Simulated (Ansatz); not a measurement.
Si₃N₄:
```cif
data_N8Si6
_chemical_formula_sum 'Si6 N8'
_space_group_name_H-M_alt 'P63/m'
_space_group_IT_number 176
_space_group_name_Hall '-P 6c'
_cell_length_a 7.62466
_cell_length_b 7.62466
_cell_length_c 2.91047
_cell_angle_alpha 90.000
_cell_angle_beta 90.000
_cell_angle_gamma 120.000
loop_
_atom_site_label
_atom_site_type_symbol
_atom_site_symmetry_multiplicity
_atom_site_Wyckoff_symbol
_atom_site_fract_x
_atom_site_fract_y
_atom_site_fract_z
_atom_site_occupancy
Si1 Si 6 h 0.23242 0.40638 0.25000 1
N1 N 2 c 0.33333 0.66667 0.25000 1
N2 N 6 h 0.33000 0.02963 0.25000 1
```

Relaxed at zero pressure with PBEsol (plane waves, PAW; program Ansatz).

**Question.** The volume is lowered by 9 % and shape and atoms relax at that volume. What pressure results, and how do the axes share the change?

**Answer.** 27.1 GPa; a -3.2 %, b -3.2 %, c -2.8 %; the energy rises by 74 meV/atom.

**Question.** Give the new structure.

**Answer.** 
Space group P6₃/m (No. 176); a = 7.3774 Å, b = 7.3774 Å, c = 2.8291 Å, α = 90.00°, β = 90.00°, γ = 120.00°

```json
[
 {"atom": "Si", "site": "6h", "symmetry": "m..", "x": "0.2395", "y": "0.4067", "z": "0.2500"},
 {"atom": "N", "site": "2c", "symmetry": "-6..", "x": "0.3333", "y": "0.6667", "z": "0.2500"},
 {"atom": "N", "site": "6h", "symmetry": "m..", "x": "0.3281", "y": "0.0232", "z": "0.2500"}
]
```

The phase is kept; no other phase was compared at this pressure.

Space group P6_3/m. The PBEsol relaxation kept the symmetry of its start; of distortions, only those at the zone centre were tested.

Potentials: the later of the program's two PAW sets.
